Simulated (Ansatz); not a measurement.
Consider the following.

NaH4IO2:
```
CELL_PARAMETERS angstrom
      5.87983     0.00000     0.00000
      1.04981     3.10514     6.30987
     -2.93254    -6.46677     0.00000
ATOMIC_POSITIONS crystal
  Na 0.67723 0.51760 0.85842
  Na 0.32277 0.48240 0.14158
  H  0.39511 0.85333 0.10925
  H  0.60489 0.14667 0.89075
  H  0.20806 0.71629 0.86773
  H  0.79194 0.28371 0.13227
  H  0.05455 0.85408 0.25934
  H  0.94545 0.14592 0.74066
  H  0.95898 0.72968 0.34439
  H  0.04102 0.27032 0.65561
  I  0.75615 0.77824 0.62361
  I  0.24385 0.22176 0.37639
  O  0.36617 0.70990 0.98616
  O  0.63383 0.29010 0.01384
  O  0.00188 0.71230 0.21888
  O  0.99812 0.28770 0.78112
```

This is the r²SCAN+D4-relaxed structure. Tensor components refer to the Cartesian frame of this cell.

**Question.** All from DFT-r²SCAN+D4 in the program Ansatz with PAW potentials, unless another level is named. Estimate the formation energy from the elements (no fitted shifts).

**Answer.** -1.15 eV/atom.

**Question.** Give the electron effective mass.

**Answer.** 0.36, 0.39, 0.43 mₑ (principal values).

**Question.** And the HSE06 gap on the r²SCAN+D4 cell?

**Answer.** 4.91 eV.

**Question.** Give the gap with spin–orbit coupling.

**Answer.** 4.17 eV.

**Question.** Next, the valence-band maximum?

**Answer.** off the standard path, at k = (0.281, 0.302, 0.281) in fractions of the reciprocal vectors.

**Question.** And the conduction-band minimum?

**Answer.** at Γ.

Space group P-1. The first step of the workflow began from a Materials Project structure, measured or hypothetical; the Crystallography Open Database files this formula in space group No. 2, but the cells were not matched. Its standing as an ambient phase is unchecked. Symmetry was held in the r²SCAN+D4 relaxation; its stability against distortions is not shown here. The references are the lowest solids computed at this level, not always the standard phases (solids in place of the gases). Scalar-relativistic: spin–orbit coupling is off unless named, which matters more the heavier the elements.

Potentials: the later of the program's two PAW sets.
